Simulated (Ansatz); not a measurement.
PbS (R3m) from a database of computed structures, relaxed with r2SCAN+rVV10, was run in the plane-wave code Ansatz under altered settings. All numbers are computed, without spin polarisation but where a row says otherwise.

```xyz
2
Lattice="2.1005 1.2127 3.4302 -2.1005 1.2127 3.4302 0.0000 -2.4255 3.4302" Properties=species:S:1:pos:R:3 pbc="T T T"
Pb    0.0000    0.0000   10.0657
S     0.0000    0.0000    4.9133
```

The base run's other keys:
```yaml
kpoints:
  mp_grid: { grid: [6, 6, 6] }
hamiltonian:
  xc: r2scan
scf:
  occupations: { method: fixed }
  n_extra_bands: 4
```

It takes 6 iterations with 1363 plane waves at 500 eV and 32 k points, and leaves a mean stress of +0.99 GPa. The gap over this mesh is 0.631 eV. It ran on 4 threads of Arm Neoverse N1, with other jobs on the host.

Outcomes, with energy and stress as changes against the base:
```
                             setting            outcome  ΔF (meV/atom)  Δ mean stress (GPa)  gap on the mesh (eV)  iterations  wall time
      crystal.symmetry.detect: false          converged            0.0                 0.00                 0.631           6       10 s
          hamiltonian.dispersion: d4          converged           -131                -0.71                 0.631           6      3.7 s
               scf.mixing.beta: 0.05          converged            0.0                 0.00                 0.631           8      4.2 s
   scf.occupations: fermi_dirac 0.05          converged            0.0                 0.00                 0.631           6      3.5 s
scf.convergence.dr2_threshold: 1e-12          converged            0.0                 0.00                 0.631          10      4.5 s
       hamiltonian.dispersion: rvv10          converged              –                -0.99                 0.586           6      5.9 s
                  basis.ecutwfc: 500          converged            0.0                 0.00                 0.631           6      3.7 s
  kpoints.mp_grid.shift: [0, 0, 0.5]  converged, warned           +0.5                +0.01                 1.279           6      6.2 s
                scf.mixing.beta: 1.0          converged            0.0                 0.00                 0.631           7      3.9 s
     kpoints.mp_grid.grid: [3, 3, 3]          converged            -49                -0.88                 2.429           6      1.7 s
              basis.ecutrho_ratio: 8          converged            0.0                 0.00                 0.631           6      4.7 s
                scf.mixing.beta: 5.0            refused              –                    –                     –           –     0.04 s
                     scf.max_iter: 1      not converged              –                    –                     –           1      1.9 s
```
A dash marks a value that wasn't obtained or can't be compared. Stress is positive in compression. Its mean hides that meshes of lower symmetry stress the axes unequally. The base took 4.7 s.

- hamiltonian.dispersion: d4. The free energy moves by -131 meV an atom, the mean stress by -0.71 GPa and the gap on the mesh by 0.000 eV (to 0.631). A pairwise correction adds to energy, forces and stress and leaves the bands alone.
- hamiltonian.dispersion: rvv10. The mean stress moves by -0.99 GPa and the gap on the mesh by -0.045 eV (to 0.586).
- kpoints.mp_grid.shift: [0, 0, 0.5]. The free energy moves by +0.5 meV an atom, the mean stress by +0.01 GPa and the gap on the mesh by +0.648 eV (to 1.279). The mesh breaks the crystal's symmetry, so the stress, and any force that symmetry no longer fixes, lose it too. The gap changes mostly because other points are sampled; a mesh that misses a band edge overestimates it. Warned: symmetry narrowed by mesh.
- kpoints.mp_grid.grid: [3, 3, 3]. The free energy moves by -49 meV an atom, the mean stress by -0.88 GPa and the gap on the mesh by +1.799 eV (to 2.429). The gap changes mostly because other points are sampled; a mesh that misses a band edge overestimates it. The mesh is too coarse.
- scf.mixing.beta: 5.0. It is rejected at once. Error: invalid value for `scf.mixing.beta`: must be finite and in (0, 1]; got 5
- scf.max_iter: 1. The run did not converge. It stopped after 1 iteration; the base needs 6. Nothing that it printed is a property of the solid. Error: did not converge after 1 iteration: dr2 = 1.27e-2 (threshold 1.00e-7), under the density mixer `msr1`, which `scf.mixing.algorithm: auto` chose by the deck's other keys (type `scf.mixing.algorithm: msr1` to keep it) […]

Within 1 meV an atom, 0.1 GPa and 0.005 eV of the base stay: crystal.symmetry.detect: false; scf.mixing.beta: 0.05; scf.occupations: fermi_dirac 0.05; scf.convergence.dr2_threshold: 1e-12; basis.ecutwfc: 500; scf.mixing.beta: 1.0; basis.ecutrho_ratio: 8.

Spin-orbit coupling is left out; in compounds of Pb, Bi, Tl or Hg it can lower a gap by up to about 1 eV, split its edges or invert the bands.
